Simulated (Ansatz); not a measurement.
B:
```yaml
crystal:
  lattice:
    - [1.45835, -2.64281, 0.00000]
    - [1.45835, 2.64281, 0.00000]
    - [0.00000, 0.00000, 3.23705]
  atoms:
    - { symbol: B, position: [0.34391, 0.65609, 0.58976] }
    - { symbol: B, position: [0.65609, 0.34391, 0.41024] }
    - { symbol: B, position: [0.84391, 0.15609, 0.91024] }
    - { symbol: B, position: [0.15609, 0.84391, 0.08976] }
```

Relaxed with PBE+D3(BJ). Special points in fractions of this cell's reciprocal vectors: Γ (0.000, 0.000, 0.000); Y (-0.500, 0.500, 0.000); C0 (-0.326, 0.674, 0.000); Σ0 (0.326, 0.326, 0.000); Z (0.000, 0.000, 0.500); A0 (0.326, 0.326, 0.500); E0 (-0.326, 0.674, 0.500); T (-0.500, 0.500, 0.500); S (0.000, 0.500, 0.000); R (0.000, 0.500, 0.500).

Problem. List the band energies nearest the Fermi level at these points for PBE+D3(BJ) (plane waves, PAW; program Ansatz).

Solution. In eV from the Fermi level; about four levels below and three above (degenerate sets whole), none deeper than 8.9 eV; points with the same levels are listed once.

| k | below | above |
|---|---|---|
| Γ | -8.03 -5.94 -4.66 -3.58 | 0.55 0.90 2.57 |
| Y | -5.43 -3.56 -1.80 -0.48 | 0.69 4.67 4.83 |
| C0 | -4.86 -4.55 -1.35 | 1.29 2.46 2.89 |
| Z | -1.93 -1.93 -1.54 -1.54 | 0.92 0.92 6.50 6.50 |
| A0 | -7.65 -7.65 | 6.94 6.94 7.62 7.62 |
| T | -3.92 -3.92 | 0.85 0.85 9.34 9.34 |
| S | -5.72 -5.72 -4.65 -4.65 | 1.59 1.59 6.08 6.08 |
| R | -4.38 -4.38 | 2.06 2.06 10.48 10.48 |

Space group Cmce. The cell is a constructed one: a structure type filled with these elements; neither database checked (COD, Materials Project) lists it. It is not the phase usual at ambient conditions (space group No. 166). The PBE+D3(BJ) relaxation kept the symmetry of its start; its stability against distortions is not shown here.

Potentials: the later of the program's two PAW sets.
